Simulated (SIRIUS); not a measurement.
SIRIUS run on Bi₂Te₃ (R-3m, 5 atoms in the cell; from Materials Project mp-34202, changed as shown): self-consistent single point.

Level of theory: PBE, SSSP 1.1.2 precision PBE pseudopotentials (plane waves; SIRIUS).

The change in words: volume scaled by 0.94. Reference geometry (R-3m):
```
Bi2Te3
1.0
    2.20906     1.27540    10.75243
   -2.20906     1.27540    10.75243
    0.00000    -2.55081    10.75243
Bi Te
2 3
Direct
  0.60317   0.60317   0.60317
  0.39683   0.39683   0.39683
  0.78319   0.78319   0.78319
  0.21681   0.21681   0.21681
  0.00000   0.00000   0.00000
```

Reference input (self-consistent single point, DFT, PBE, plane waves, SSSP 1.1.2 precision PBE pseudopotentials): parameters.ngridk = 3 3 3; parameters.xc_functionals = [XC_GGA_X_PBE, XC_GGA_C_PBE]; parameters.gk_cutoff = 9.487 1/bohr; parameters.pw_cutoff = 30 1/bohr; parameters.smearing = gaussian; parameters.smearing_width = 0.000367493 Ha; potentials = SSSP 1.1.2 precision PBE pseudopotentials; parameters.electronic_structure_method = pseudopotential; parameters.num_bands = 29; parameters.num_mag_dims = 0; parameters.num_dft_iter = 100; parameters.energy_tol = 1e-07 Ha. This run's input differs from it in these lines:

```diff
@@ -32,7 +32,7 @@
     "lattice_vectors": [
-      [0.1998998827, 0.1154122264, 0.9729954056],
-      [-0.1998998827, 0.1154122264, 0.9729954056],
-      [0.0, -0.2308245434, 0.9729954056]
+      [0.1998998646, 0.1154122328, 0.9729953991],
+      [-0.1998998646, 0.1154122328, 0.9729953991],
+      [0.0, -0.230824558, 0.9729953991]
     ],
-    "lattice_vectors_scale": 20.883093,
+    "lattice_vectors_scale": 20.456786,
     "atom_coordinate_units": "lattice",
```

The program printed (abridged):

```
[find] density tolerance         : 1e-06
[find] total energy tolerance    : 1e-07
[find] iter_solver_tol (initial) : 0.01
[find] iter_solver_tol (target)  : 1e-13
[find] num_dft_iter              : 100
Charges and magnetic moments
--------------------------------------------------------------------------------
total charge          : 48.000000
[find] | SCF iteration   0 out of 100|
[diagonalize] iterative solver tolerance (occupied, empty): 0.01 0.01
[diagonalize] average number of iterations: 2
[find] Charges and magnetic moments
[find] total charge          : 48.000000
[find] Energy
[find] smearing (-TS)                 :      -0.00000000
   [... lines left out ...]

[find] Charges and magnetic moments
[find] total charge          : 48.000000
[find] Energy
[find] smearing (-TS)                 :      -0.00000000
[find] Total energy                   :    -225.06204361 (Ha),    -450.12408722 (Ry)
[find] Free energy (E-TS)             :    -225.06204361 (Ha),    -450.12408722 (Ry)
[find] band gap (eV)                  :       0.60444772
[find] Efermi                         :       0.28594435
[find] iteration : 18, RMS (target) : 5.4168e-07 (1.0000e-06) , energy difference (target) : -5.1728e-12 (1.0000e-07)
[find] bands are converged : true
[find] iterative solver converged : true
[find] converged after 19 SCF iterations!
[find] Charges and magnetic moments
[find] total charge          : 48.000000
[find] Energy
[find] smearing (-TS)                 :      -0.00000000
[find] Total energy                   :    -225.06204361 (Ha),    -450.12408722 (Ry)
[find] Free energy (E-TS)             :    -225.06204361 (Ha),    -450.12408722 (Ry)
[find] band gap (eV)                  :       0.60444772
[find] Efermi                         :       0.28594435
[ground_state] === stress tensor components [kbar] ===
[ground_state] === stress_total ===
[ground_state]   -42.750964    0.000000   -0.000000
[ground_state]     0.000000  -42.750947   -0.000001
[ground_state]    -0.000000   -0.000001  -31.746209
[ground_state] ==== total Forces in Ha/bohr =====
[ground_state] atom:    0, force:      -0.0000000     -0.0000000      0.0033432
[ground_state] atom:    1, force:       0.0000000      0.0000000     -0.0033432
[ground_state] atom:    2, force:       0.0000000     -0.0000000      0.0086082
[ground_state] atom:    3, force:       0.0000000      0.0000000     -0.0086082
[ground_state] atom:    4, force:       0.0000000      0.0000000      0.0000000
```

The run converged in 19 iterations. SIRIUS prints the stress tensor with tension positive. Against the reference run the free energy rises by 29.5 meV/atom, the pressure goes from 0.59 to 3.91 GPa and the largest force goes from 0.018 to 0.443 eV/Å.

Spin-orbit coupling is left out, which matters for bands and gaps with elements this heavy. The structure comes from a collection of computed structures, made at another level of theory; the collection holds predicted forms beside known ones.

Cost on one core: around 9 core-minutes (rough).

The gap that the log prints is read on the run's mesh, which can miss the band edges or a crossing.
